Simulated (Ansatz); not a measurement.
A short materials screen. Bulk modulus and its pressure derivative give the pressure that a small compression needs; a soft, simple solid makes a sensitive pressure gauge, a stiff one a good anvil or seat.

The yardstick is MgO. Hydrostatic compression by 5 % of the volume (V₀/V = 1.0526), no change of phase.

Methods, by column (Ansatz, a plane-wave PAW program): B₀, B₀′: PBEsol, Birch–Murnaghan fit of energy against volume; volume per atom: PBEsol, relaxed cell.

Runs started from generated or typed cells of the structure named: MgO; TiAl. Whether these are the forms stable at ambient conditions was not checked: BePd (CsCl type); YPb3 (Cu3Au type); VPt (P4/mmm, tP2). Magnetic states: FePt ferromagnetic, the lowest of the collinear orders tried. Run without spin polarisation: VPt (P4/mmm, tP2). Spin–orbit coupling is left out unless named.

The figures follow from the printed values by these rules: linear estimate = B₀ × compression; P = (B₀/B₀′)[(V₀/V)^B₀′ − 1]; modulus under load = B₀ + B₀′P; relative pressure = P/P_ref.

| crystal | B₀ (GPa) | B₀′ | V (Å³/atom) | linear estimate (GPa) | Murnaghan pressure (GPa) | modulus there (GPa) | pressure (relative) |
|---|---|---|---|---|---|---|---|
| MgO (rock salt), reference | 157 | 4.1 | 9.36 | 7.9 | 8.957 | 194 | 1.00 |
| TiAl (P4/mmm) | 120 | 3.9 | 15.77 | 6.0 | 9.874 | 159 | 1.10 |
| BePd (CsCl type) | 191 | 4.6 | 10.95 | 9.6 | 11.04 | 242 | 1.23 |
| YPb3 (Cu3Au type) | 56.9 | 4.6 | 27.78 | 2.8 | 3.290 | 72.0 | 0.37 |
| FePt (P4/mmm) | 232 | 5.0 | 13.42 | 12 | 13.56 | 300 | 1.51 |
| VPt (P4/mmm, tP2) | 268 | 4.7 | 13.78 | 13 | 15.53 | 341 | 1.73 |

### Question
In one row the value of «Murnaghan pressure (GPa)» was worked out wrongly and carried along the row. Which row, and what follows once it is corrected?

### Answer
The row of TiAl shows 9.874. From its own inputs, P = (120/3.9) × (1.0526^3.9 − 1) = 6.810 GPa. Carried on: modulus there: 120 + 3.9 × 6.810 = 147 GPa; relative pressure: 6.810/8.957 = 0.76. The other rows agree with the rules.

With the correction: Ranking by relative pressure, highest first: VPt (P4/mmm, tP2) (1.73 ± 0.089), FePt (1.51 ± 0.077), BePd (CsCl type) (1.23 ± 0.063), MgO (1.00 ± 0.051), TiAl (0.76 ± 0.039), YPb3 (Cu3Au type) (0.37 ± 0.019). The ± follows from allowances picked for this note (B₀ 5 %, B₀′ 0.4), carried to first order and added in quadrature, each row's own inputs moving alone; ≈ joins neighbours closer than their two ± added in quadrature.

B₀′ is the least certain number of such a fit, often by half a unit. Where several phases of a formula are at hand, those over 0.1 eV/atom above the lowest were not drawn (by r²SCAN where it compared them, else by the largest value; a layered or molecular lowest phase counts only with a dispersion term); other phases could lie lower still. Rows are perfect crystals in the structures named, stable or not; films, defects and interfaces will differ. The rows are a sample and no shortlist: familiar crystals first, some related and some not, whatever their agreement with measurement; tables with many equal figures were not kept. Limits of the draw: no layered crystals, B₀′ of 2 to 8; no unfamiliar magnets, and cubic perovskites only if shown or known to be stable. As a rule kept out of such tables: 4f compounds, open-shell compounds run without a Hubbard term, cells found unstable in the tests at hand, cells close to a higher symmetry, and runs set to a pressure or over 12 % in volume from the crystal's fullest run.
